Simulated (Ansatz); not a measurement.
# KCl (rock salt): map of one atom of the cell

KCl (rock salt)

```
CELL_PARAMETERS angstrom
      0.00000     3.14616     3.14616
      3.14616     0.00000     3.14616
      3.14616     3.14616     0.00000
ATOMIC_POSITIONS crystal
  Cl 0.00000 0.00000 0.00000
  K  0.50000 0.50000 0.50000
```

Two-dimensional scan of atom 1 (Cl, nearest neighbour K at 3.146 Å; its periodic images, 4.4 Å or more away, move with it): u runs along (1.000, 0.000, 0.000), v along (0.000, 1.000, 0.000) (Cartesian). Cell and other atoms are fixed.

Computed with r2SCAN (plane waves to 500 eV, PAW, scalar-relativistic; Ansatz, a program for electronic structure). k mesh 7×7×7 (Γ-centred), Fermi-Dirac smearing 0.05 eV. The energy includes the smearing's −TS. Fu and Fv are the components of the force on the atom. KCl was relaxed with its symmetry unable to fall. The zero of ΔE is the undisplaced structure. Axes are in Å.

ΔE (eV/cell), with u across and v down:

```tsv
v \ u	-0.470	-0.235	0.000	0.235	0.470
-0.470	0.366	0.246	0.220	0.246	0.366
-0.235	0.246	0.083	0.043	0.083	0.246
0.000	0.220	0.043	0.000	0.043	0.220
0.235	0.246	0.083	0.043	0.083	0.246
0.470	0.366	0.246	0.220	0.246	0.366
```

Fv (eV/Å), with u across and v down:

```tsv
v \ u	-0.470	-0.235	0.000	0.235	0.470
-0.470	0.87	1.13	1.21	1.13	0.87
-0.235	0.25	0.37	0.40	0.37	0.25
0.000	0.00	0.00	0.00	0.00	0.00
0.235	-0.25	-0.37	-0.40	-0.37	-0.25
0.470	-0.87	-1.13	-1.21	-1.13	-0.87
```

Key numbers:

- Lowest place on the grid: u = 0.000 Å, v = 0.000 Å (0 meV/cell)
- Highest place on the grid, met at several equal points: u = -0.470 Å, v = -0.470 Å; u = 0.470 Å, v = -0.470 Å; u = -0.470 Å, v = 0.470 Å; u = 0.470 Å, v = 0.470 Å (366 meV/cell)

(For displaced atoms, the force is minus the slope of the energy, and its curvature is a force constant, which sets phonon frequencies.)
